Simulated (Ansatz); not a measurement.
MgCu₃H:
```yaml
crystal:
  lattice:
    - [3.84079, 0.00000, 0.00000]
    - [0.00000, 3.84079, 0.00000]
    - [0.00000, 0.00000, 3.84079]
  atoms:
    - { symbol: Mg, position: [0.00000, 0.00000, 0.00000] }
    - { symbol: Cu, position: [0.50000, 0.50000, 0.00000] }
    - { symbol: Cu, position: [0.50000, 0.00000, 0.50000] }
    - { symbol: Cu, position: [0.00000, 0.50000, 0.50000] }
    - { symbol: H, position: [0.50000, 0.50000, 0.50000] }
```

Relaxed with PBE. Special points in fractions of this cell's reciprocal vectors: Γ (0.000, 0.000, 0.000); X (0.000, 0.500, 0.000); M (0.500, 0.500, 0.000); R (0.500, 0.500, 0.500).

Q: List the band energies nearest the Fermi level at these points for PBE in the plane-wave PAW code Ansatz.

A: In eV from the Fermi level; about four levels below and three above (degenerate sets whole), none deeper than 8.9 eV; points with the same levels are listed once.

| k | below | above |
|---|---|---|
| Γ | -2.37 -2.30 -2.30 -2.30 | 0.30 0.30 0.30 |
| X | -2.95 -2.95 -2.87 -2.68 -2.30 | 2.70 3.16 3.16 |
| M | -2.81 -1.78 -1.40 -1.40 | 4.09 6.11 6.11 |
| R | -2.39 -2.39 -2.39 -1.56 -1.56 -1.56 | 0.88 0.88 0.88 |

Space group Pm-3m (anti-perovskite). The start of the workflow was typed in or built on a structure type; neither database checked (COD, Materials Project) lists it. Its standing as an ambient phase is unchecked. The PBE relaxation kept the symmetry of its start; its stability against distortions is not shown here. No spin polarisation was allowed.

Potentials: the earlier of the program's two PAW sets.
